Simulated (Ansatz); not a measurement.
## Computed energy against volume: LaTiO3 (cubic perovskite)

LaTiO$_{3}$ (cubic perovskite)

```
CELL_PARAMETERS angstrom
      3.90567     0.00000     0.00000
      0.00000     3.90567     0.00000
      0.00000     0.00000     3.90567
ATOMIC_POSITIONS crystal
  La 0.00000 0.00000 0.00000
  Ti 0.50000 0.50000 0.50000
  O  0.00000 0.50000 0.50000
  O  0.50000 0.00000 0.50000
  O  0.50000 0.50000 0.00000
```

This relaxed cell (volume V₀) is scaled evenly in all directions, its shape held. Symmetry pins the atoms to their sites.

Calculation: PBEsol (plane waves to 420 eV, PAW, scalar-relativistic; Ansatz, a program for electronic structure). k mesh 12×12×12 (Γ-centred), Fermi-Dirac smearing 0.05 eV. E stands for the smeared free energy. Compression counts positive. LaTiO3 is run without spin polarisation and with no Hubbard U. LaTiO3 was relaxed with its symmetry unable to fall. This is one of several known forms of LaTiO3; the measured ambient cells at hand have space group No. 62. ΔE is measured from the relaxed starting cell.

| V (Å³/atom) | ΔE (meV/atom) | P (GPa) |
|---|---|---|
| 10.009 | 261 | 51.3 |
| 10.486 | 135 | 34.0 |
| 10.962 | 55 | 20.1 |
| 11.439 | 13 | 9.0 |
| 11.916 | 0 | 0.0 |
| 12.392 | 11 | -7.2 |
| 12.869 | 42 | -13.0 |
| 13.346 | 87 | -17.7 |
| 13.822 | 146 | -21.4 |

Read from the data:

```
Quantity                                                   Value
-------------------------------------------------  -------------
Pressure at the smallest volume                         51.3 GPa
Energy cost of the largest compression              261 meV/atom
Energy cost of the largest expansion                146 meV/atom
Bulk modulus B₀ (third-order Birch-Murnaghan fit)        200 GPa
Pressure derivative B₀′ (fit)                                4.4
Equilibrium volume of the fit                      11.92 Å³/atom
Pressure for 5 % compression (fit)                      11.5 GPa
```

The 9 points together took about 80 core-seconds (a rough figure).

(Under strain, the slope of the energy per volume gives the stress and its curvature an elastic modulus.)
